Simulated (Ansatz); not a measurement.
### Question
Si in space group Fd-3m (No. 227; Si on 8a, Si on 32e, Si on 96g) is relaxed with plane-wave PAW r²SCAN (Ansatz code). What lattice parameters of the conventional cell result?

### Answer
a = 14.688 Å.

### Question
Give the free coordinates with the occupied sites.

### Answer
In one choice of origin and axes:

```tsv
atom	site	symmetry	x	y	z
Si	8a	-43m	0.0000	0.0000	0.0000
Si	32e	.3m	0.3605	0.3605	0.3605
Si	96g	..m	0.0588	0.0588	0.2532
```

### Question
Is it a metal or does it have a gap at this level?

### Answer
A gap of 0.78 eV, indirect.

The workflow started from a Materials Project entry (that database holds measured and hypothetical structures alike). Its sites differ from those of the usual phase in this space group: another stacking or structure type. The r²SCAN relaxation kept the symmetry of its start; its stability against distortions is not shown here.

Potentials: the earlier of the program's two PAW sets.
